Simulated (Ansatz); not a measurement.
KTaO$_{3}$:
```yaml
crystal:
  lattice:
    - [3.95137, 0.00000, 0.00000]
    - [0.00000, 3.95137, 0.00000]
    - [0.00000, 0.00000, 3.95137]
  atoms:
    - { symbol: K, position: [0.50000, 0.50000, 0.50000] }
    - { symbol: Ta, position: [0.00000, 0.00000, 0.00000] }
    - { symbol: O, position: [0.00000, 0.50000, 0.00000] }
    - { symbol: O, position: [0.50000, 0.00000, 0.00000] }
    - { symbol: O, position: [0.00000, 0.00000, 0.50000] }
```

Relaxed with LDA.

Task: Decompose the optical modes at the zone centre into irreducible representations, and say which are infrared and Raman allowed.

Result: Point group m-3m: Γ_opt = 3T1u + T2u. Infrared: T1u. Raman: none.

Task: Assign frequencies (DFPT, LDA in the plane-wave PAW code Ansatz; without the LO–TO term).

Result: T1u 101, T1u 181, T2u 247, T1u 556 cm⁻¹.

Space group Pm-3m (cubic perovskite). The LDA relaxation kept the symmetry of its start. The run is not spin-polarised. Spin–orbit coupling is left out wherever it is not named.

Potentials: the earlier of the program's two PAW sets. The files were generated under PBE; for other functionals the program regenerates the frozen cores, and for LDA and PBEsol the local potential too.
